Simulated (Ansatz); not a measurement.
Relaxation of a relaxed Nb cell displaced along its unstable phonon at q = Γ (168i cm⁻¹), largest move 0.15 Å; 3 atoms in the cell, which starts as P-3m1 (No. 164), hP3; a = b = 4.886 Å, c = 2.682 Å, α = β = 90.00°, γ = 120.00°. Level of theory: PBE (plane waves to 420 eV, PAW, scalar-relativistic; Ansatz, a first-principles code). Γ-centred k-mesh 8×8×12 on the run's cell (coarser than for final values), Fermi–Dirac smearing 0.05 eV. This is the first round of the run. 

The optimiser's lines from the output (shortened; P is positive under compression):

```
relax step   1: F+E_penalty+E_count = -13656.53504366 eV  Δ(F+E_penalty+E_count) = +0.000e0 eV  max|allowed force component| = 1.013e0 eV/Å  Δτ_max = 0.0000 Å  P = -0.715 GPa  Ω = 55.447 Å³  (7 SCF iters, dr2 threshold 1.00e-7 eV, accepted)
relax step   2: F+E_penalty+E_count = -13656.88221605 eV  Δ(F+E_penalty+E_count) = -3.472e-1 eV  max|allowed force component| = 4.422e-1 eV/Å  Δτ_max = 0.1950 Å  P = -0.402 GPa  Ω = 54.829 Å³  (6 SCF iters, dr2 threshold 3.00e-7 eV, accepted)
relax step   3: F+E_penalty+E_count = -13656.91437378 eV  Δ(F+E_penalty+E_count) = -3.216e-2 eV  max|allowed force component| = 3.537e-1 eV/Å  Δτ_max = 0.1828 Å  P = +4.434 GPa  Ω = 53.160 Å³  (6 SCF iters, dr2 threshold 3.00e-7 eV, accepted)
relax step   4: F+E_penalty+E_count = -13656.94877025 eV  Δ(F+E_penalty+E_count) = -3.440e-2 eV  max|allowed force component| = 7.581e-2 eV/Å  Δτ_max = 0.0590 Å  P = -2.562 GPa  Ω = 55.291 Å³  (6 SCF iters, dr2 threshold 3.00e-7 eV, accepted)
relax step   5: F+E_penalty+E_count = -13656.95943208 eV  Δ(F+E_penalty+E_count) = -1.066e-2 eV  max|allowed force component| = 1.025e-2 eV/Å  Δτ_max = 0.0190 Å  P = -0.021 GPa  Ω = 54.427 Å³  (6 SCF iters, dr2 threshold 3.00e-7 eV, accepted)
relax step   6: F+E_penalty+E_count = -13656.96176179 eV  Δ(F+E_penalty+E_count) = -2.330e-3 eV  max|allowed force component| = 5.536e-3 eV/Å  Δτ_max = 0.0013 Å  P = -0.007 GPa  Ω = 54.410 Å³  (6 SCF iters, dr2 threshold 3.00e-7 eV, accepted)
relax step   7: F+E_penalty+E_count = -13656.96744839 eV  Δ(F+E_penalty+E_count) = -5.687e-3 eV  max|allowed force component| = 7.441e-4 eV/Å  Δτ_max = 0.0017 Å  P = +0.187 GPa  Ω = 54.343 Å³  (6 SCF iters, dr2 threshold 3.00e-7 eV, accepted)
relax step   8: F+E_penalty+E_count = -13656.96625829 eV  Δ(F+E_penalty+E_count) = +1.190e-3 eV  max|allowed force component| = 3.957e-4 eV/Å  Δτ_max = 0.0001 Å  P = +0.102 GPa  Ω = 54.385 Å³  (6 SCF iters, dr2 threshold 3.00e-7 eV, rejected (line search))
relax step   9: F+E_penalty+E_count = -13656.96824161 eV  Δ(F+E_penalty+E_count) = -7.932e-4 eV  max|allowed force component| = 8.248e-4 eV/Å  Δτ_max = 0.0000 Å  P = -0.027 GPa  Ω = 54.416 Å³  (7 SCF iters, accepted)
relax step  10: F+E_penalty+E_count = -13656.96824183 eV  Δ(F+E_penalty+E_count) = -2.182e-7 eV  max|allowed force component| = 3.010e-3 eV/Å  Δτ_max = 0.0010 Å  P = +0.020 GPa  Ω = 54.401 Å³  (6 SCF iters, dr2 threshold 1.91e-9 eV, rejected (line search))
relax step  11: F+E_penalty+E_count = -13656.96824383 eV  Δ(F+E_penalty+E_count) = -2.214e-6 eV  max|allowed force component| = 1.614e-5 eV/Å  Δτ_max = 0.0002 Å  P = +0.002 GPa  Ω = 54.407 Å³  (6 SCF iters, accepted)
relax step  12: F+E_penalty+E_count = -13656.96827027 eV  Δ(F+E_penalty+E_count) = -2.644e-5 eV  max|allowed force component| = 1.604e-5 eV/Å  Δτ_max = 0.0000 Å  P = +0.001 GPa  Ω = 54.407 Å³  stress off target by 1.36e-2 GPa  SCF on the basis re-selected at this cell (its energy is not comparable with the rows above)  (6 SCF iters)
```

From the first to the last row the energy changes by -0.14 eV/atom and the volume by -1.9 %. The last row is marked as not comparable with the walk above it, whose basis was carried along; it does compare with step 1, since both stand on a basis selected at the nominal cutoff for their own cell.

Steps 8, 10 were rejected by the optimiser.

Later rounds, restarted from the end of this one on a renewed k-mesh, logged 5 more steps and released under 0.01 eV/atom more. The final structure after all rounds: Im-3m (No. 229), cI2, bcc (W type); a = b = c = 3.3096 Å, α = β = γ = 90.00°. Between re-selections the logged energies stand on a plane-wave basis carried along with the cell. No spin polarisation in the result.

The run could not lose the symmetry of its start.

Of the parent cell (P6/mmm (No. 191)): it is a generated cell of Nb: the first start was made by placing the elements on the sites of a structure type, and the end was not matched to a known phase here, so it may be hypothetical. Known forms of Nb include space group No. 229.
